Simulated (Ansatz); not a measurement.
A plane-wave DFT run in Ansatz 0.2.0 (scalar-relativistic PAW potentials unless the input names others): input and command.

```yaml
crystal:
  lattice:
    - [3.3934119151, 0.0, 0.0]
    - [-1.6967059575, 2.9387809239, 0.0]
    - [0.0, 0.0, 5.2513008601]
  atoms:
    - { symbol: Zr, position: [0.66666667, 0.33333333, 0.0] }
    - { symbol: Sc, position: [0.0, 0.0, 0.5] }
basis:
  ecutwfc: 420
kpoints:
  mp_grid: { grid: [15, 15, 8] }
hamiltonian:
  xc: pbesol
scf:
  occupations: { method: gaussian, width: 0.1 }
  mixing: { algorithm: anderson, beta: 1.5, ndim: 1, preconditioner: none }
  max_iter: 50
output:
  forces: true
  eigenvalues: true
  stress: true
```

```bash
ansatz run input.yaml --threads 1 --pin off --max-ram 1331MiB --backend cpu --events-out ev --progress --plain --runs-dir out
```

What is wrong with this input?

The program refuses it, because of mixing far too strong (scf.mixing: not typed → {"algorithm": "anderson", "beta": 1.5, "ndim": 1, "preconditioner": "none"}). Without that key it is accepted.

Abridged log:
```
Error: invalid value for `scf.mixing.beta`: must be finite and in (0, 1]; got 1.5
```